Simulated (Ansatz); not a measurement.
Starting cell, TiN (rock salt):

```xyz
4
Lattice="0.0000 4.2467 4.2467 2.1234 2.1234 4.2467 2.1234 2.1234 0.0000" Properties=species:S:1:pos:R:3 pbc="T T T"
N      0.0000     0.0000     0.0000
N      2.1234     4.2467     6.3701
Ti     2.1234     6.3701     6.3701
Ti     2.1234     4.2467     4.2467
```

The atoms are displaced by Q × the pattern below (from a DFPT mode at X = (0.5, 0.5, 0.0), largest move 1; Q in Å), at fixed cell. (q is in reciprocal vectors of the primitive cell; the cell shown is doubled to hold the pattern.)

| atom | x | y | z |
|---|---|---|---|
| N1 | 0.000 | 0.000 | 1.000 |
| N2 | 0.000 | 0.000 | -1.000 |
| Ti3 | 0.000 | 0.000 | -0.058 |
| Ti4 | 0.000 | 0.000 | 0.058 |

All values below come from PBE (plane waves to 420 eV, PAW, scalar-relativistic; Ansatz, a program for electronic structure). k mesh 19×19×19 (Γ-centred), Fermi-Dirac smearing 0.05 eV. E stands for the smeared free energy. With partly filled bands, energies and forces of such displacements shift with the k mesh and the smearing. The PAW data are Ansatz's earlier set. TiN is run without spin polarisation. TiN was relaxed with its symmetry unable to fall. ΔE is measured from the undisplaced structure.

**Question.** Estimate the ΔE (meV/cell) and −dE/dQ from forces (eV/Å) for Q (Å) = -0.100, -0.083, -0.067, -0.050, 0.100.

**Answer.** 
```json
[
 {"Q (Å)": "-0.100", "ΔE (meV/cell)": "155", "−dE/dQ from forces (eV/Å)": "3.118"},
 {"Q (Å)": "-0.083", "ΔE (meV/cell)": "107", "−dE/dQ from forces (eV/Å)": "2.584"},
 {"Q (Å)": "-0.067", "ΔE (meV/cell)": "68", "−dE/dQ from forces (eV/Å)": "2.058"},
 {"Q (Å)": "-0.050", "ΔE (meV/cell)": "38", "−dE/dQ from forces (eV/Å)": "1.539"},
 {"Q (Å)": "0.100", "ΔE (meV/cell)": "155", "−dE/dQ from forces (eV/Å)": "-3.118"}
]
```

(For displaced atoms, the force is minus the slope of the energy, and its curvature is a force constant, which sets phonon frequencies.)
